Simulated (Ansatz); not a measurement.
The start is a relaxed Cu2O cell shaken by Gaussian noise of σ = 0.08 Å a coordinate. The cell and all atomic positions are relaxed at zero pressure with PBE (plane waves to 420 eV, PAW, scalar-relativistic; Ansatz, an electronic-structure program). The first steps use a coarse 5×5×6 k-mesh.

The start:
```
Cu2O
1.0
    5.75922     0.00000     0.00000
   -2.87961     4.98763     0.00000
    0.00000     0.00000     4.30282
O Cu
3 6
Direct
  0.99790   0.98716   0.99819
  0.66724   0.32547   0.59809
  0.33055   0.68180   0.41064
  0.84256   0.67351   0.71990
  0.82657   0.16792   0.76049
  0.32648   0.15846   0.75977
  0.13514   0.33296   0.24695
  0.19345   0.84846   0.25683
  0.69351   0.83703   0.23453
```

Initial pressure: +5 GPa (positive: the cell is compressed)
Largest initial force: about 4.4 eV/Å, on O3 (atoms numbered as listed)
Energy released: 0.07 eV/atom
Shortest distances (start → end): The closest pairs of elements (up to four, under 3.6 Å), start → end: Cu–O 1.66 → 1.84 Å; Cu–Cu 2.60 → 2.70 Å; O–O 3.31 → 3.38 Å
Band gap at the end: no gap (metallic)
Optimiser moves: 6

It ends as:

Space group P-3m1 (No. 164); a = b = 5.7589 Å, c = 4.3030 Å, α = β = 90.00°, γ = 120.00°

```tsv
atom	site	symmetry	x	y	z
O	1b	-3m.	0.0000	0.0000	0.5000
O	2d	3m.	0.6667	0.3333	0.0724
Cu	6i	.m.	0.3313	0.1657	0.2513
```

Final values are on a 7×7×8 k-mesh of the relaxed cell. No spin polarisation in the result. The d or f electrons are treated with no Hubbard U.

The relaxed structure here is a generated cell of Cu2O: the first start was made by placing the elements on the sites of a structure type, and the end was not matched to a known phase here, so it may be hypothetical. Known forms of Cu2O include space group No. 224.
